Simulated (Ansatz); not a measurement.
A generated cell, in the space group of a known form (sites not compared), of Te$_{3}$As$_{2}$: C2/m (No. 12), mS20; a = 14.1404 Å, b = 4.0254 Å, c = 9.7399 Å, α = γ = 90.00°, β = 96.15°; As 4i (0.385, 0.000, 0.552); As 4i (0.200, 0.000, 0.141); Te 4i (0.029, 0.000, 0.285); Te 4i (0.218, 0.000, 0.659); Te 4i (0.377, 0.000, 0.038). The numbers are results of PBEsol (plane waves to 420 eV, PAW, scalar-relativistic; Ansatz, a program for electronic structure), not measurements. Element references, the lowest calculated here: Te (P3₁21), As (R-3m).

Total energies (eV/atom, σ → 0; comparable only within this code, potentials and settings):

| phase | E (eV/atom) |
|---|---|
| Te3As2 (C2/m) | -6066.131 |
| Te (P3₁21) | -6901.513 |
| As (R-3m) | -4813.025 |

Q: What is the formation energy of this C2/m form of Te3As2 from the elements?

A: E_f = -6066.131 − [3 × (-6901.513) + 2 × (-4813.025)] / 5 = -0.01 eV/atom (-0.1 eV per formula unit).

A lower structure of this composition may exist.

Static energies, no anion corrections, no zero-point energy. Values are rounded to 0.01 eV/atom. Not shown to be the ambient phase of their composition (a lower form may be missing, and a cell relaxed within its start's symmetry can be a saddle point): Te3As2 (C2/m). Spin-orbit coupling is missing from these energies, which matters for elements this heavy. The compounds carry no spin polarisation.
